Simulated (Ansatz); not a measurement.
AlOs:
```
CELL_PARAMETERS angstrom
      2.99689     0.00000     0.00000
      0.00000     2.99689     0.00000
      0.00000     0.00000     2.99689
ATOMIC_POSITIONS crystal
  Al 0.50000 0.50000 0.50000
  Os 0.00000 0.00000 0.00000
```

Relaxed with r²SCAN. Special points in fractions of this cell's reciprocal vectors: Γ (0.000, 0.000, 0.000); X (0.000, 0.500, 0.000); M (0.500, 0.500, 0.000); R (0.500, 0.500, 0.500).

### Question
List the band energies nearest the Fermi level at these points for r²SCAN with spin–orbit coupling in the plane-wave PAW code Ansatz.

### Answer
In eV from the Fermi level; about four levels below and three above (degenerate sets whole), none deeper than 8.9 eV; points with the same levels are listed once.

```csv
k,below,above
Γ,-4.42 -4.42 -4.42 -4.42,0.14 0.14 0.14 0.14
X,-2.22 -2.22 -1.81 -1.81,0.77 0.77 2.85 2.85
M,-1.63 -1.63 -1.30 -1.30,2.37 2.37 4.78 4.78
R,-5.74 -5.74 -5.74 -5.74 -5.44 -5.44,2.23 2.23 2.49 2.49 2.49 2.49
```

Space group Pm-3m (CsCl type). The cell is a constructed one: a structure type filled with these elements; the Crystallography Open Database copy checked does not list it. Its standing as an ambient phase is unchecked. Symmetry was held in the r²SCAN relaxation; whether a distortion lowers the energy is not shown. The run is not spin-polarised.

Potentials: the earlier of the program's two PAW sets.
